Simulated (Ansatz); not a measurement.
Values for one crystal, relaxed and computed with LDA (plane waves, PAW; program Ansatz); other levels are named.

```yaml
volume_per_atom: 12.48 Å³
electronic_character: metallic (no gap)
debye_temperature_from_the_elastic_constants: 663 K
Young's modulus: 371 GPa
Poisson's ratio: 0.25
Bulk modulus (Birch–Murnaghan fit): 244 GPa
mechanical_stability: stable (all eigenvalues of C positive)
```

Problem. Which of these materials gives this?
A. Y2C, R-3m (Y on 6c, C on 3a)
B. Zr2N, anti-rutile
C. PbS, NiAs type
D. ZrC, NiAs type

Solution. D, ZrC, NiAs type

Space group P6_3/mmc (NiAs type). The workflow started from a Materials Project entry (that database holds measured and hypothetical structures alike); the Crystallography Open Database copy checked does not list it. It is not the phase usual at ambient conditions (space group No. 225). Symmetry was held in the LDA relaxation; whether a distortion lowers the energy is not shown. No spin polarisation was allowed. As this level gives no gap, shear constants depend on the k-mesh and smearing (Fermi–Dirac, 0.1 eV here). On the denser mesh and wider smearing of the elastic run this cell carries a stress of 0.6 GPa. Spin–orbit coupling is left out wherever it is not named.

Potentials: the later of the program's two PAW sets.
